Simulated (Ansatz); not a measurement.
Ga2PN (P3m1) was relaxed and computed twice in Ansatz (plane waves, PAW), once with PBE and once with r²SCAN.

```tsv
	run 1	run 2
cell	a = 3.5527 Å, b = 3.5527 Å, c = 5.9019 Å, α = 90.00°, β = 90.00°, γ = 120.00°	a = 3.5145 Å, b = 3.5145 Å, c = 5.8335 Å, α = 90.00°, β = 90.00°, γ = 120.00°
ΔH_f (eV/atom)	-0.17	-0.28
B₀ by P(V) fit (GPa)	99.6	115
```

Task: Which run used which functional?

Result: Run 1 is PBE, run 2 is r²SCAN.

Typed or built starts, not in the databases checked: Ga2PN, P3m1 (Ga on 1a, Ga on 1c, P on 1a, N on 1c). All cells were relaxed under the symmetry of their starts (and spin orders); stability against distortions was not tested throughout. Scalar-relativistic: spin–orbit coupling is off unless named, which matters more the heavier the elements.

Potentials: the later of the program's two PAW sets.

Ansatz (a quantum-chemistry and plane-wave program) is a plane-wave DFT program.

Formation energies count from the lowest solids of the elements computed at the same level, not from gases.
